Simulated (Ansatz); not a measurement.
Sc₂SiB₂:
```
CELL_PARAMETERS angstrom
      3.13105     0.00000     0.00000
     -1.56552     2.71157     0.00000
      0.00000     0.00000     7.74263
ATOMIC_POSITIONS crystal
  Sc 0.33333 0.66667 0.72056
  Sc 0.33333 0.66667 0.27944
  Si 0.00000 0.00000 0.00000
  B  0.00000 0.00000 0.50000
  B  0.66667 0.33333 0.50000
```

Relaxed with PBEsol.

Problem. Which orbitals make up the states near the Fermi level in plane-wave PAW PBEsol (Ansatz code)?

Solution. Within 0.5 eV of the Fermi level: Sc 3d 69 %, Si 3p 13 %, B 2p 10 %. Projections are on Löwdin-orthogonalised atomic valence shells; empty p or d shells of many metals are not among them.

Problem. Tabulate the density of states.

Solution. States/eV per cell of 5 atoms, in 0.25 eV bins, energy from the Fermi level.

```
E (eV)  total  Sc 3d  B 2p  Si 3p
------  -----  -----  ----  -----
-7.85    0.85   0.12  0.15   0.09
-7.60    0.70   0.10  0.10   0.09
-7.35    0.58   0.08  0.04   0.10
-7.10    1.05   0.15  0.29   0.10
-6.85    1.71   0.28  0.57   0.11
-6.60    0.89   0.15  0.27   0.06
-6.35    0.54   0.09  0.13   0.04
-6.10    1.31   0.17  0.30   0.07
-5.85    1.40   0.20  0.35   0.06
-5.60    0.86   0.14  0.26   0.03
-5.35    0.70   0.11  0.28   0.02
-5.10    0.67   0.09  0.38   0.03
-4.85    0.87   0.11  0.52   0.04
-4.60    0.99   0.13  0.60   0.05
-4.35    1.11   0.16  0.68   0.06
-4.10    1.18   0.17  0.71   0.09
-3.85    1.35   0.21  0.60   0.37
-3.60    1.62   0.26  0.81   0.32
-3.35    1.98   0.33  0.94   0.45
-3.10    2.44   0.45  1.03   0.66
-2.85    2.78   0.54  1.32   0.65
-2.60    1.95   0.39  0.98   0.38
-2.35    1.68   0.35  0.79   0.37
-2.10    3.07   0.69  1.26   0.81
-1.85    4.63   1.29  1.56   1.42
-1.60    4.21   1.44  1.07   1.43
-1.35    1.95   0.70  0.52   0.62
-1.10    1.57   0.61  0.44   0.43
-0.85    2.25   1.02  0.58   0.53
-0.60    2.35   1.21  0.44   0.52
-0.35    2.44   1.54  0.28   0.41
-0.10    2.86   2.01  0.26   0.36
0.15     2.20   1.59  0.19   0.24
0.40     1.71   1.27  0.14   0.18
0.65     1.72   1.30  0.12   0.15
0.90     1.48   1.11  0.10   0.15
1.15     1.26   0.90  0.09   0.17
1.40     1.26   0.87  0.09   0.22
1.65     1.80   1.16  0.13   0.39
1.90     2.24   1.48  0.15   0.50
2.15     3.17   2.26  0.21   0.55
2.40     3.74   2.86  0.24   0.35
2.65     3.32   2.54  0.17   0.17
2.90     2.48   1.98  0.11   0.18
3.15     3.69   2.99  0.12   0.25
3.40     4.27   3.33  0.15   0.29
3.65     3.68   2.75  0.22   0.32
3.90     3.60   2.62  0.33   0.29
4.15     2.99   2.24  0.29   0.17
4.40     4.48   3.18  0.48   0.24
4.65     6.38   4.57  0.67   0.41
```

Space group P-6m2. The start of the workflow was typed in or built on a structure type; neither database checked (COD, Materials Project) lists it. Its standing as an ambient phase is unchecked. The cell was relaxed with PBEsol under the symmetry of its start; its stability against distortions is not shown here. The run is not spin-polarised.

Potentials: the earlier of the program's two PAW sets. The files were generated under PBE; for other functionals the program regenerates the frozen cores, and for LDA and PBEsol the local potential too.
